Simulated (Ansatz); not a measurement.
InPd:
Space group Pm-3m (No. 221); a = b = c = 3.267 Å, α = β = γ = 90.00°

```
atom  site  symmetry       x       y       z
----  ----  --------  ------  ------  ------
In      1a      m-3m  0.0000  0.0000  0.0000
Pd      1b      m-3m  0.5000  0.5000  0.5000
```

Relaxed with r²SCAN.

Question: Tabulate the valence density and the electron localisation function along the shortest Pd–Pd contact (3.27 Å), the program Ansatz at the r²SCAN level (PAW).

Answer: 

```tsv
distance from Pd (Å)	density (e/Å³)	ELF
0.33	11.84	0.41
0.49	8.62	0.54
0.65	4.60	0.56
0.82	1.81	0.47
0.98	0.73	0.32
1.14	0.37	0.21
1.31	0.23	0.18
1.47	0.17	0.18
1.63	0.16	0.18
1.80	0.17	0.18
1.96	0.23	0.18
2.12	0.37	0.21
2.29	0.73	0.32
2.45	1.81	0.47
2.61	4.60	0.56
2.78	8.62	0.54
2.94	11.84	0.41
```

The density is the valence pseudo-density with augmentation charge, so density and ELF within about 1 Å of a nucleus are not all-electron values.

The cell was relaxed with r²SCAN under the symmetry of its start; of distortions, only those at the zone centre were tested. No spin polarisation was allowed.

Potentials: the later of the program's two PAW sets.
